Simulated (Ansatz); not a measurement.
A geometry of Li away from equilibrium: step 2 of the relaxation of a relaxed Li cell displaced along its unstable phonon at q = (½, 0, 0) of its primitive reciprocal cell (163i cm⁻¹), largest move 0.15 Å. These are r2SCAN (plane waves to 500 eV, PAW, scalar-relativistic; Ansatz, a quantum-chemistry and plane-wave program) values and carry that method's errors. Γ-centred k-mesh 5×10×10 on the run's cell (coarser than for final values), Fermi–Dirac smearing 0.05 eV.

```xyz
4
Lattice="0.0071 5.9053 5.9035 2.9630 -0.0063 2.9616 2.9588 2.9583 -0.0021" Properties=species:S:1:pos:R:3:forces:R:3 pbc="T T T" free_energy=-818.602 pressure_GPa=-0.1
Li     1.3714     1.6672     1.2167   -0.1108    0.1644   -0.1065
Li     1.5696     4.2645     4.7200   -0.0012   -0.0433    0.2426
Li    -0.0847     0.1644    -0.2904    0.0012    0.0433   -0.2426
Li     3.0723     5.7200     3.2107    0.1108   -0.1644    0.1065
```

Positions in Å, forces in eV/Å, free energy of the cell in eV (comparable only within this code, potentials and settings). Largest force: 0.25 eV/Å, on Li2, Li3 (atoms numbered as listed); the geometry lies 0.49 eV/atom above the end of its relaxation.

No spin polarisation in the result.

The run could not lose the symmetry of its start.

Of the parent cell (Fd-3m (No. 227)): it is a generated cell of Li: the first start was made by placing the elements on the sites of a structure type, and the end was not matched to a known phase here, so it may be hypothetical. Known forms of Li include space group No. 229.

The relaxed structure has the type that Li is known to take under pressure; here it was relaxed at zero pressure, from a generated start.
